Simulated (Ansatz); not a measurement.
Task: MoIr (rock salt, Fm-3m) is relaxed with DFT-PBEsol in the program Ansatz with PAW potentials. What lattice parameters of the conventional cell result?

Result: a = 5.118 Å.

The start of the workflow was typed in or built on a structure type; neither database checked (COD, Materials Project) lists it. COD files the formula under space group No. 51. Whether it is the stable phase at ambient conditions was not checked. The cell was relaxed with PBEsol under the symmetry of its start. At this level the phase is mechanically unstable. No spin polarisation was allowed. Its formation energy is positive at this level, so the cell may be metastable or incomplete. Spin–orbit coupling is left out wherever it is not named.

Potentials: the later of the program's two PAW sets.
